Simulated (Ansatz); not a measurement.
Response of Sn to small distortions

```xyz
2
Lattice="0.0000 3.2456 3.2456 3.2456 0.0000 3.2456 3.2456 3.2456 0.0000" Properties=species:S:1:pos:R:3 pbc="T T T"
Sn    3.2456    3.2456    3.2456
Sn    4.8684    4.8684    4.8684
```

Atoms are numbered in the order listed.

The conventional cell has a = 6.491 Å, b = 6.491 Å, c = 6.491 Å, α = 90.00°, β = 90.00°, γ = 90.00°. Sn (atom 1) has 4 Sn at 2.81 Å as nearest neighbours.

The cell is COD entry 9008568, as deposited and not checked against the literature; nothing was relaxed.

No spin–orbit coupling, which matters for the heavy atoms here.

Theory: DFT, LDA, all-electron PAW with datasets made for the crystal, scalar-relativistic in Ansatz 0.2.0.

The runs use a Γ-centred 9×9×9 k mesh, Fermi–Dirac smearing of 0.03 eV, cutoff 240 eV (chosen by the program for this cell), no spin polarisation.

The unchanged cell is at -0.35 GPa.

In a metal, stresses and small energies carry noise from the k mesh.

x, y and z are the Cartesian axes of the cell as listed; fractional coordinates follow a strain, and an engineering shear is twice the off-diagonal strain component.

With equal xy, yz and zx engineering shear strains of -3 %: energy change +15 meV/atom; stress change (xx, yy, zz, yz, xz, xy) 0.19, 0.19, 0.19, 1.60, 1.60, 1.60 GPa, compression positive; change of the force on Sn1 (-0.300, -0.300, -0.300) eV/Å.

Task: With this change (equal xy, yz and zx engineering shear strains of -1 %), what becomes of the energy and stress and forces?

Result: Energy change +2 meV/atom; stress change (xx, yy, zz, yz, xz, xy) 0.02, 0.02, 0.02, 0.50, 0.50, 0.50 GPa, compression positive; change of the force on Sn2 (0.092, 0.092, 0.092) eV/Å.

Task: With this change (equal xy, yz and zx engineering shear strains of +2 %), what becomes of the energy and stress and forces?

Result: Energy change +6 meV/atom; stress change (xx, yy, zz, yz, xz, xy) 0.09, 0.09, 0.09, -0.92, -0.92, -0.92 GPa, compression positive; change of the force on Sn1 (0.158, 0.158, 0.158) eV/Å.

Task: With this change (equal xy, yz and zx engineering shear strains of -2 %), what becomes of the energy and stress and forces?

Result: Energy change +6 meV/atom; stress change (xx, yy, zz, yz, xz, xy) 0.08, 0.08, 0.08, 1.03, 1.03, 1.03 GPa, compression positive; change of the force on Sn1 (-0.192, -0.192, -0.192) eV/Å.

Task: With this change (equal xy, yz and zx engineering shear strains of +1 %), what becomes of the energy and stress and forces?

Result: Energy change +1 meV/atom; stress change (xx, yy, zz, yz, xz, xy) 0.02, 0.02, 0.02, -0.47, -0.47, -0.47 GPa, compression positive; change of the force on Sn1 (0.084, 0.084, 0.084) eV/Å.

Task: With this change (equal xy, yz and zx engineering shear strains of +3 %), what becomes of the energy and stress and forces?

Result: Energy change +13 meV/atom; stress change (xx, yy, zz, yz, xz, xy) 0.20, 0.20, 0.20, -1.36, -1.36, -1.36 GPa, compression positive; change of the force on Sn1 (0.223, 0.223, 0.223) eV/Å.
